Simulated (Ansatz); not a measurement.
SrTiO$_{3}$:
```xyz
5
Lattice="3.9364 0.0000 0.0000 0.0000 3.9364 0.0000 0.0000 0.0000 3.9364" Properties=species:S:1:pos:R:3 pbc="T T T"
Sr     1.9682     1.9682     1.9682
Ti     0.0000     0.0000     0.0000
O      1.9682     0.0000     0.0000
O      0.0000     1.9682     0.0000
O      0.0000     0.0000     1.9682
```

Relaxed with PBE. 

HSE06 on this cell (Ansatz, a quantum-chemistry and plane-wave program, PAW) gives a gap of 3.26 eV. What does PBE give?

1.84 eV.

Cost on shared cores: the PBE run (SCF on a 7×7×7 mesh, then bands and DOS) very roughly 25 core-seconds, the HSE06 run (SCF on 4×4×4, then a few points) roughly 100 core-seconds; the tasks are unlike.

Space group Pm-3m (cubic perovskite). The PBE relaxation kept the symmetry of its start. At this level the phase is dynamically unstable (imaginary phonons). No spin polarisation was allowed. Spin–orbit coupling is left out wherever it is not named.

Potentials: the later of the program's two PAW sets.

Ansatz is a plane-wave DFT program.
